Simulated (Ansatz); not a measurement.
Method: Ansatz, DFT PBE, scalar-relativistic, plane waves, PAW. Settings: cutoff 420 eV, Γ-centred meshes spaced at most about 0.3 Å⁻¹, and about 0.25 Å⁻¹ or finer for metals (2π included), Gaussian smearing. No spin polarisation in the final relaxations.

The zero of energy is the elements' standard structures at the same level; no fitted shifts are applied.

A relaxed structure of Lu4C3 has 16.69 Å³/atom, −0.23 eV/atom against the elements, no gap on its mesh:

```cif
data_structure
_symmetry_space_group_name_H-M 'P 1'
_symmetry_Int_Tables_number 1
_cell_length_a 4.8884
_cell_length_b 4.8884
_cell_length_c 4.8884
_cell_angle_alpha 90.000
_cell_angle_beta 90.000
_cell_angle_gamma 90.000
_cell_volume 116.81
loop_
_atom_site_label
_atom_site_type_symbol
_atom_site_fract_x
_atom_site_fract_y
_atom_site_fract_z
_atom_site_occupancy
Lu1 Lu 0.50000 0.00000 0.00000 1
Lu2 Lu 0.00000 0.50000 0.00000 1
Lu3 Lu 0.00000 0.00000 0.50000 1
Lu4 Lu 0.50000 0.50000 0.50000 1
C1 C 0.00000 0.50000 0.50000 1
C2 C 0.50000 0.00000 0.50000 1
C3 C 0.50000 0.50000 0.00000 1
```

**Question.** Predict cell, energy and gap of Y4C3 with the same space group and Wyckoff sites.

**Answer.** Y4C3 has a = 5.067 Å: 18.58 Å³/atom, −0.14 eV/atom against the elements, no gap on its mesh. The volume per atom changes by +11.4 % and the formation energy by +0.08 eV/atom (from unrounded values). Covalent radii: Lu 1.87 Å, Y 1.90 Å; electronegativities 1.27 and 1.22. Y on a site of symmetry 4/mmm has 4 C at 2.53 Å; Y on a site of symmetry m-3m is surrounded by 6 C at 2.53 Å; around C lie 6 Y at 2.53 Å.

```yaml
crystal:
  lattice:
    - [5.06699, 0.00000, 0.00000]
    - [0.00000, 5.06699, 0.00000]
    - [0.00000, 0.00000, 5.06699]
  atoms:
    - { symbol: Y, position: [0.50000, 0.00000, 0.00000] }
    - { symbol: Y, position: [0.00000, 0.50000, 0.00000] }
    - { symbol: Y, position: [0.00000, 0.00000, 0.50000] }
    - { symbol: Y, position: [0.50000, 0.50000, 0.50000] }
    - { symbol: C, position: [0.00000, 0.50000, 0.50000] }
    - { symbol: C, position: [0.50000, 0.00000, 0.50000] }
    - { symbol: C, position: [0.50000, 0.50000, 0.00000] }
```

The two cells were relaxed from separate starts that ended on the same group and sites; neither need be the stable form of its compound. The reference form of C is held partly by dispersion forces, which this level lacks. Cells relaxed within their symmetry can be saddle points.
